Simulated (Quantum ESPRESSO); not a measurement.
```yaml
crystal:
  lattice:
    - [5.94863, 0.00000, 0.00000]
    - [0.00000, 5.94863, 0.00000]
    - [0.00000, 0.00000, 5.94863]
  atoms:
    - { symbol: Cs, position: [0.00000, 0.00000, 0.00000] }
    - { symbol: Pb, position: [0.50000, 0.50000, 0.50000] }
    - { symbol: Br, position: [0.50000, 0.50000, 0.00000] }
    - { symbol: Br, position: [0.00000, 0.50000, 0.50000] }
    - { symbol: Br, position: [0.50000, 0.00000, 0.50000] }
```
The geometry is a computed Materials Project entry, not a measured one. It is CsPbBr3 in Pm-3m. Stability against distortions was not tested.

A lattice sum over point charges, one formal value an element (Cs +1, Pb +2, Br -1), with no Sternheimer factor, costs far less than a self-consistent run. Taken along the main axis of each site's self-consistent tensor, it gives:

```csv
site,"V along that axis, point charges (a.u.)"
"Br (atoms 3, 4, 5)",0.030
```

### Question
How do the values of a PBE PAW density (pw.x of a modified build of Quantum ESPRESSO, JTH datasets) with the all-electron reconstruction of Petrilli and co-workers compare?

### Answer
```
site  Vzz, PAW (a.u.)  PAW over point charges
----  ---------------  ----------------------
Br              2.001                      66
```
  Cores are frozen. Against all-electron runs on small test molecules, this scheme's |Vzz| missed by −5 % on Br.
